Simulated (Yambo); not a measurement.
A G0W0@PBEsol run in Yambo for Ag2S (space group P1, No. 1) (4×4×2 Γ-centred k mesh, bands 17 to 160 and a 6 Ry block in the screening, 160 bands in G with the Bruneval-Gonze terminator, plasmon pole fitted at 27.2 eV) gives these matrix elements, in eV, at the band edges ((0, -0.5, 0) → Γ):

```csv
state,E0,<Vxc>,<Σx>,<Σc(E0)>,Z
valence edge,0.000,-18.776,-22.249,2.903,0.786
conduction edge,1.229,-11.687,-7.720,-3.439,0.814
```

Q: Solve the linearised quasiparticle equation for both states, give the gap, and say how exchange and correlation each act on it.

A: E = E0 + Z(Σx + Σc − Vxc). Valence: 0.000 + 0.786 × (-22.249 + (2.903) − (-18.776)) = -0.45 eV. Conduction: 1.229 + 0.814 × (-7.720 + (-3.439) − (-11.687)) = 1.66 eV. The gap is 2.11 eV, against 1.23 eV in PBEsol. Replacing Vxc by bare exchange alone would open it by 7.44 eV; correlation takes back 6.34 eV of that, and Z scales what is left. Nearest settings tried, and what they do to the gap: 113 bands in W, 113 bands in G: +89 meV; 5 Ry block (163 vectors against 215): -13 meV; 2×2×1 mesh: -109 meV. So the settings aren't converged at that level. Spin-orbit splittings are left out.

Geometry of the Materials Project entry, not relaxed at this level; primitive cell a = 4.241 Å, b = 4.264 Å, c = 7.680 Å, α = 89.15°, β = 89.60°, γ = 68.38°.

The structure is a Materials Project entry; no match was found in the copy of COD used, and its stability was not checked.
